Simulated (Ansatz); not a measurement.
Level of theory: Ansatz 0.2.0, DFT PBE, scalar-relativistic, plane waves, PAW, and for the lanthanide a 4f-in-core norm-conserving potential. Several structures of Tb2GeO from a search were relaxed, and the powder pattern of one of them was computed from 10° to 70° in 2θ (λ = 1.5406 Å).

Cu Kα1 powder pattern (kinematic, no thermal factors).
| 2θ (°) | relative intensity |
| --- | --- |
| 16.88 | 3 |
| 29.83 | 11 |
| 30.77 | 100 |
| 34.13 | 6 |
| 34.47 | 15 |
| 38.31 | 25 |
| 38.61 | 21 |
| 46.61 | 2 |
| 49.05 | 2 |
| 49.29 | 6 |
| 52.24 | 6 |
| 53.07 | 13 |
| 53.54 | 21 |
| 55.30 | 5 |
| 58.47 | 13 |
| 61.32 | 16 |
| 61.95 | 5 |
| 69.98 | 13 |

**Question.** Which structure gives it?
A.

Space group R-3m:H (No. 166). a = 3.563 Å, b = 3.563 Å, c = 20.854 Å, α = 90.00°, β = 90.00°, γ = 120.00°
```csv
atom,site,symmetry,x,y,z
Tb,6c,3m,0.0000,0.0000,0.7319
Ge,3b,-3m,0.6667,0.3333,0.8333
O,3a,-3m,0.0000,0.0000,0.0000
```

B.

Space group P4/mmm (No. 123). a = 4.684 Å, b = 4.684 Å, c = 3.896 Å, α = 90.00°, β = 90.00°, γ = 90.00°
```csv
atom,site,symmetry,x,y,z
Tb,2e,mmm.,0.5000,0.0000,0.5000
Ge,1c,4/mmm,0.5000,0.5000,0.0000
O,1b,4/mmm,0.0000,0.0000,0.5000
```

C.

Space group I4/mcm (No. 140). a = 7.423 Å, b = 7.423 Å, c = 5.986 Å, α = 90.00°, β = 90.00°, γ = 90.00°
| atom | site | symmetry | x | y | z |
| --- | --- | --- | --- | --- | --- |
| Tb | 8h | m.2m | 0.1564 | 0.6564 | 0.0000 |
| Ge | 4a | 422 | 0.0000 | 0.0000 | 0.7500 |
| O | 4b | -42m | 0.0000 | 0.5000 | 0.2500 |

**Answer.** C. Its strongest line, at 2θ = 30.77°, has d = λ/(2 sin θ) = 2.903 Å and is the (2 1 1) reflection of the conventional I4/mcm cell with a = 7.423 Å, c = 5.986 Å. The others have their strongest lines at 33.7° (R-3m); 35.5° (P4/mmm). In energy it is the lowest of those shown.

These are computed cells and needn't be stable.

The lanthanide is trivalent by construction, without f bands, f moments or other valences.
